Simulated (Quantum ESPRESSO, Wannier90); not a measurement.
# Wannierisation of Ge$_{2}$Pt (Pnnm)

Structure: Materials Project mp-1543, symmetrised, not relaxed again. COD (Crystallography Open Database) has an entry of this formula and space group (matched by these alone). Method: PBEsol plane waves in Quantum ESPRESSO 7.5 (PseudoDojo norm-conserving files, 68 Ry, no spin polarisation, no spin-orbit coupling), Bloch states on a 4×4×8 mesh through Γ, Wannier90 4.0.1. Density: 6×6×10 mesh, cold smearing 0.01 Ry. Spin-orbit coupling is left out although heavy elements are present.

On the energy scale of pw.x, whose zero is arbitrary, the Fermi level lies at 14.78 eV.

Input w.win:

```
num_bands = 46
num_wann = 34
exclude_bands = 1-28,75-78
num_iter = 1000
conv_tol = 1.0e-6
conv_window = 4
dis_num_iter = 1000
dis_conv_tol = 1.0e-6
dis_froz_max = 16.28
write_hr = true
write_u_matrices = true
begin projections
f=-0.16828,0.36529,0.00150: s;p
f=0.16191,-0.37615,-0.00484: s;p
f=0.33738,0.12238,0.49618: s;p
f=-0.33554,-0.12740,0.51344: s;p
f=0.00017,-0.00663,-0.00945: s;p;d
f=0.49813,0.50361,0.51451: s;p;d
end projections
begin unit_cell_cart
ang
    5.7411200000    0.0000000000    0.0000000000
    0.0000000000    6.2216300000    0.0000000000
    0.0000000000    0.0000000000    2.9887600000
end unit_cell_cart
begin atoms_frac
Ge  -0.1696100000  0.3732000000  0.0000000000
Ge   0.1696100000 -0.3732000000  0.0000000000
Ge   0.3303900000  0.1268000000  0.5000000000
Ge  -0.3303900000 -0.1268000000  0.5000000000
Pt   0.0000000000  0.0000000000  0.0000000000
Pt   0.5000000000  0.5000000000  0.5000000000
end atoms_frac
mp_grid = 4 4 8
begin kpoints
0.0000000000 0.0000000000 0.0000000000
0.0000000000 0.0000000000 0.1250000000
0.0000000000 0.0000000000 0.2500000000
... (125 more lines: the 4x4x8 mesh through Gamma)
end kpoints
```

Input of pw2wannier90.x that gives the overlap and projection files (equivalent; here they were cut from one run over all bands):

```
&inputpp
  outdir = './out'
  prefix = 'pwscf'
  seedname = 'w'
  write_amn = .true.
  write_mmn = .true.
/
```

Output w.wout (banner and timings cut):

```
                                    ------
                                    SYSTEM
                                    ------

                              Lattice Vectors (Ang)
                    a_1     5.741120   0.000000   0.000000
                    a_2     0.000000   6.221630   0.000000
                    a_3     0.000000   0.000000   2.988760

                   Unit Cell Volume:     106.75589  (Ang^3)

                        Reciprocal-Space Vectors (Ang^-1)
                    b_1     1.094418   0.000000   0.000000
                    b_2     0.000000   1.009894   0.000000
                    b_3     0.000000   0.000000   2.102272

 *----------------------------------------------------------------------------*
 |   Site       Fractional Coordinate          Cartesian Coordinate (Ang)     |
 +----------------------------------------------------------------------------+
 | ge   1  -0.16961   0.37320   0.00000   |   -0.97375   2.32191   0.00000    |
 | ge   2   0.16961  -0.37320   0.00000   |    0.97375  -2.32191   0.00000    |
 | ge   3   0.33039   0.12680   0.50000   |    1.89681   0.78890   1.49438    |
 | ge   4  -0.33039  -0.12680   0.50000   |   -1.89681  -0.78890   1.49438    |
 | pt   1   0.00000   0.00000   0.00000   |    0.00000   0.00000   0.00000    |
 | pt   2   0.50000   0.50000   0.50000   |    2.87056   3.11082   1.49438    |
 *----------------------------------------------------------------------------*
                                ------------
                                K-POINT GRID
                                ------------

             Grid size =  4 x  4 x  8      Total points =  128

 *---------------------------------- MAIN ------------------------------------*
 |  Number of Wannier Functions               :                34             |
 |  Number of Objective Wannier Functions     :                34             |
 |  Number of input Bloch states              :                46             |
 |  Output verbosity (1=low, 5=high)          :                 1             |
 |  Timing Level (1=low, 5=high)              :                 1             |
 |  Optimisation (0=memory, 3=speed)          :                 3             |
 |  Length Unit                               :               Ang             |
 |  Post-processing setup (write *.nnkp)      :                 F             |
 |  Using Gamma-only branch of algorithms     :                 F             |
 *----------------------------------------------------------------------------*
 *------------------------------- WANNIERISE ---------------------------------*
 |  Total number of iterations                :              1000             |
 |  Number of CG steps before reset           :                 5             |
 |  Trial step length for line search         :             2.000             |
 |  Convergence tolerence                     :         0.100E-05             |
 |  Convergence window                        :                 4             |
 |  Iterations between writing output         :                 1             |
 |  Iterations between backing up to disk     :               100             |
 |  Write r^2_nm to file                      :                 F             |
 |  Write xyz WF centres to file              :                 F             |
 |  Write on-site energies <0n|H|0n> to file  :                 F             |
 |  Use guiding centre to control phases      :                 F             |
 |  Use phases for initial projections        :                 F             |
 *----------------------------------------------------------------------------*
 *------------------------------- DISENTANGLE --------------------------------*
 |  Using band disentanglement                :                 T             |
 |  Total number of iterations                :              1000             |
 |  Mixing ratio                              :             0.500             |
 |  Convergence tolerence                     :         1.000E-06             |
 |  Convergence window                        :                 3             |
 *----------------------------------------------------------------------------*
 *-------------------------------- PLOTTING ----------------------------------*
 |  Plotting Hamiltonian in WF basis          :                 T             |
 *----------------------------------------------------------------------------*

       ... (k-mesh section left out)

 Starting a new Wannier90 calculation ...

 Reading overlaps from w.mmn

 Reading projections from w.amn

 *------------------------------- DISENTANGLE --------------------------------*
 +----------------------------------------------------------------------------+
 |                              Energy  Windows                               |
 |                              ---------------                               |
 |                   Outer:    2.41000  to   34.15736  (eV)                   |
 |                   Inner:    2.41000  to   16.28000  (eV)                   |
 +----------------------------------------------------------------------------+
   Number of target bands to extract:   34

                   Unitarised projection of Wannier functions
                   ------------------------------------------
   A_mn = <psi_m|g_n> --> S = A.A^+ --> U = S^-1/2.A
   In dis_project... done
   Using an inner window (linner = T)
   In dis_proj_froz... done

                   Extraction of optimally-connected subspace
                   ------------------------------------------
 +---------------------------------------------------------------------+<-- DIS
 |  Iter     Omega_I(i-1)      Omega_I(i)      Delta (frac.)           |<-- DIS
 +---------------------------------------------------------------------+<-- DIS
       1      62.25320652      56.97607374       9.262E-02    <-- DIS
       2      58.91319898      55.39453299       6.352E-02    <-- DIS
       3      56.88414672      54.32582399       4.709E-02    <-- DIS
       4      55.38751961      53.51310699       3.503E-02    <-- DIS
       5      54.27085877      52.87467392       2.641E-02    <-- DIS
       6      53.42223297      52.36267291       2.024E-02    <-- DIS
       ... (lines left out)
     101      49.02490911      49.02432201       1.198E-05    <-- DIS
       ... (lines left out)
     127      49.01154303      49.01150264       8.240E-07    <-- DIS
     128      49.01125887      49.01122752       6.398E-07    <-- DIS
     129      49.01098569      49.01096283       4.663E-07    <-- DIS

             <<<      Delta < 1.000E-06  over  3 iterations     >>>
             <<< Disentanglement convergence criteria satisfied >>>

        Final Omega_I    49.01096283 (Ang^2)

 +----------------------------------------------------------------------------+

 Writing checkpoint file w.chk... done

 *------------------------------- WANNIERISE ---------------------------------*
 +--------------------------------------------------------------------+<-- CONV
 | Iter  Delta Spread     RMS Gradient      Spread (Ang^2)            |<-- CONV
 +--------------------------------------------------------------------+<-- CONV

 ------------------------------------------------------------------------------
 Initial State
  WF centre and spread    1  ( -0.980474,  2.286870,  0.003222 )     1.54148308
  WF centre and spread    2  ( -0.752722,  2.288315, -0.000813 )     2.09913396
  WF centre and spread    3  ( -0.913898,  2.244130,  0.001209 )     2.18695341
  WF centre and spread    4  ( -1.067239,  2.561260, -0.003457 )     2.10808058
  WF centre and spread    5  (  0.948526, -2.345997, -0.013944 )     1.53877913
  WF centre and spread    6  (  0.746468, -2.292501,  0.011439 )     2.10534059
  WF centre and spread    7  (  0.938200, -2.240020, -0.003501 )     2.19615196
  WF centre and spread    8  (  1.068354, -2.521232, -0.005397 )     2.13082729
  WF centre and spread    9  (  1.920725,  0.754925,  1.484344 )     1.53906417
  WF centre and spread   10  (  2.122856,  0.815322,  1.502029 )     2.10336002
  WF centre and spread   11  (  1.932278,  0.866888,  1.491478 )     2.19003639
  WF centre and spread   12  (  1.801966,  0.600514,  1.496561 )     2.13292449
  WF centre and spread   13  ( -1.910378, -0.782080,  1.530710 )     1.54941218
  WF centre and spread   14  ( -2.120071, -0.821419,  1.467106 )     2.10956502
  WF centre and spread   15  ( -1.940435, -0.868834,  1.501627 )     2.20722693
  WF centre and spread   16  ( -1.801050, -0.575945,  1.502805 )     2.12987556
  WF centre and spread   17  (  0.000393,  0.007921,  0.001957 )     3.11042950
  WF centre and spread   18  ( -0.001665, -0.019886, -0.026170 )     4.97269491
  WF centre and spread   19  ( -0.000930, -0.020278, -0.014644 )     5.14140050
  WF centre and spread   20  (  0.011744, -0.023978, -0.007669 )     4.81185001
  WF centre and spread   21  (  0.000582,  0.004679,  0.015254 )     0.91613488
  WF centre and spread   22  ( -0.000180, -0.001436,  0.009314 )     0.89498358
  WF centre and spread   23  ( -0.001400,  0.020838,  0.014659 )     0.97147516
  WF centre and spread   24  (  0.004779,  0.018049, -0.001382 )     0.95486612
  WF centre and spread   25  ( -0.006368,  0.019415, -0.000716 )     0.99069823
  WF centre and spread   26  (  2.873681,  3.112506,  1.488969 )     3.08731924
  WF centre and spread   27  (  2.860367,  3.123368,  1.523823 )     4.95418675
  WF centre and spread   28  (  2.863937,  3.126189,  1.516401 )     5.09781756
  WF centre and spread   29  (  2.871051,  3.131237,  1.507966 )     4.79084680
  WF centre and spread   30  (  2.872029,  3.108279,  1.471228 )     0.92309466
  WF centre and spread   31  (  2.875088,  3.112459,  1.480473 )     0.90578277
  WF centre and spread   32  (  2.868977,  3.098635,  1.471476 )     0.97230155
  WF centre and spread   33  (  2.879263,  3.101433,  1.496690 )     0.94621285
  WF centre and spread   34  (  2.872418,  3.098460,  1.495610 )     0.98412895
  Sum of centres and spreads ( 25.836875, 27.988087, 25.408659 )    77.29443880

      0     0.773E+02     0.0000000000       77.2944387992  <-- CONV
        O_D=      0.0337970 O_OD=     28.2496790 O_TOT=     77.2944388 <-- SPRD
 ------------------------------------------------------------------------------
      1    -0.138E+01     1.1896747667       75.9150610172  <-- CONV
        O_D=      0.0354899 O_OD=     26.8686083 O_TOT=     75.9150610 <-- SPRD
      2    -0.148E+01     1.3100733061       74.4337828222  <-- CONV
        O_D=      0.0455126 O_OD=     25.3773073 O_TOT=     74.4337828 <-- SPRD
      3    -0.995E+00     1.2722335943       73.4387977818  <-- CONV
        O_D=      0.0487159 O_OD=     24.3791190 O_TOT=     73.4387978 <-- SPRD
      4    -0.505E+00     0.9518427569       72.9342508254  <-- CONV
        O_D=      0.0489522 O_OD=     23.8743358 O_TOT=     72.9342508 <-- SPRD
      5    -0.237E+00     0.6466119750       72.6968763243  <-- CONV
        O_D=      0.0487581 O_OD=     23.6371554 O_TOT=     72.6968763 <-- SPRD
       ... (lines left out)
    100    -0.314E-01     0.2043127720       60.0794433079  <-- CONV
        O_D=      0.0812018 O_OD=     10.9872787 O_TOT=     60.0794433 <-- SPRD
       ... (lines left out)
    200    -0.246E-02     0.0582106443       58.8767779248  <-- CONV
        O_D=      0.0683963 O_OD=      9.7974188 O_TOT=     58.8767779 <-- SPRD
       ... (lines left out)
    300    -0.136E-03     0.0132349827       58.8065402705  <-- CONV
        O_D=      0.0647023 O_OD=      9.7308751 O_TOT=     58.8065403 <-- SPRD
       ... (lines left out)
    400    -0.182E-04     0.0048269893       58.8012849506  <-- CONV
        O_D=      0.0635576 O_OD=      9.7267645 O_TOT=     58.8012850 <-- SPRD
       ... (lines left out)
    500    -0.609E-05     0.0029146450       58.8003209503  <-- CONV
        O_D=      0.0630322 O_OD=      9.7263259 O_TOT=     58.8003210 <-- SPRD
       ... (lines left out)
    600    -0.243E-05     0.0017517583       58.7999406348  <-- CONV
        O_D=      0.0627098 O_OD=      9.7262680 O_TOT=     58.7999406 <-- SPRD
       ... (lines left out)
    700    -0.129E-05     0.0012855593       58.7997640370  <-- CONV
        O_D=      0.0624896 O_OD=      9.7263116 O_TOT=     58.7997640 <-- SPRD
       ... (lines left out)
    719    -0.936E-06     0.0010859239       58.7997425557  <-- CONV
        O_D=      0.0624581 O_OD=      9.7263216 O_TOT=     58.7997426 <-- SPRD
    720    -0.988E-06     0.0011265316       58.7997415678  <-- CONV
        O_D=      0.0624553 O_OD=      9.7263235 O_TOT=     58.7997416 <-- SPRD
    721    -0.961E-06     0.0016885705       58.7997406064  <-- CONV
        O_D=      0.0624548 O_OD=      9.7263229 O_TOT=     58.7997406 <-- SPRD
             <<<     Delta < 1.000E-06  over  4 iterations     >>>
             <<< Wannierisation convergence criteria satisfied >>>
 Final State
  WF centre and spread    1  ( -1.504477,  1.889853,  0.000222 )     1.53737338
  WF centre and spread    2  ( -0.478532,  2.232874, -0.564742 )     1.58831088
  WF centre and spread    3  ( -0.478289,  2.238549,  0.569448 )     1.58794391
  WF centre and spread    4  ( -1.154413,  3.033855, -0.003196 )     1.65754795
  WF centre and spread    5  (  1.507284, -1.892358, -0.000886 )     1.53846894
  WF centre and spread    6  (  0.475859, -2.235390,  0.567157 )     1.58758462
  WF centre and spread    7  (  0.476454, -2.232289, -0.565645 )     1.58872916
  WF centre and spread    8  (  1.146838, -3.037787, -0.002865 )     1.65672831
  WF centre and spread    9  (  1.365078,  1.219506,  1.493322 )     1.53966772
  WF centre and spread   10  (  2.393451,  0.877037,  2.060571 )     1.58813740
  WF centre and spread   11  (  2.395699,  0.870157,  0.926485 )     1.58820981
  WF centre and spread   12  (  1.720603,  0.075213,  1.498411 )     1.65691771
  WF centre and spread   13  ( -1.363544, -1.218385,  1.496079 )     1.53688791
  WF centre and spread   14  ( -2.394396, -0.876540,  0.929974 )     1.58759558
  WF centre and spread   15  ( -2.390181, -0.879988,  2.063199 )     1.58902008
  WF centre and spread   16  ( -1.721285, -0.073684,  1.498530 )     1.65746247
  WF centre and spread   17  (  0.018207,  0.534686,  0.560255 )     2.35020057
  WF centre and spread   18  (  0.016681,  0.520720, -0.563940 )     2.33951801
  WF centre and spread   19  ( -0.816345,  0.017088,  0.004016 )     2.27707506
  WF centre and spread   20  (  0.001902, -0.521135,  0.565630 )     2.33563297
  WF centre and spread   21  ( -0.001009, -0.003468,  0.002968 )     0.92435886
  WF centre and spread   22  ( -0.003071, -0.000108, -0.000567 )     0.88496067
  WF centre and spread   23  ( -0.007304, -0.515071, -0.559858 )     2.32636560
  WF centre and spread   24  (  0.805688, -0.026691, -0.000735 )     2.25680277
  WF centre and spread   25  ( -0.006164,  0.003181,  0.000209 )     0.96226359
  WF centre and spread   26  (  2.877615,  2.581869,  0.927907 )     2.34557827
  WF centre and spread   27  (  2.887595,  2.593074,  2.051180 )     2.32921391
  WF centre and spread   28  (  2.063189,  3.080763,  1.497657 )     2.26103244
  WF centre and spread   29  (  2.861719,  3.638544,  0.925192 )     2.34613357
  WF centre and spread   30  (  2.870503,  3.110879,  1.494762 )     0.92724175
  WF centre and spread   31  (  2.871659,  3.110738,  1.492801 )     0.88495639
  WF centre and spread   32  (  2.846450,  3.630613,  2.049133 )     2.33131002
  WF centre and spread   33  (  3.684637,  3.137861,  1.499589 )     2.27229028
  WF centre and spread   34  (  2.872474,  3.112157,  1.493954 )     0.95822005
  Sum of centres and spreads ( 25.840572, 27.996323, 25.406213 )    58.79974061

         Spreads (Ang^2)       Omega I      =    49.010962835
        ================       Omega D      =     0.062454848
                               Omega OD     =     9.726322924
    Final Spread (Ang^2)       Omega Total  =    58.799740606
```
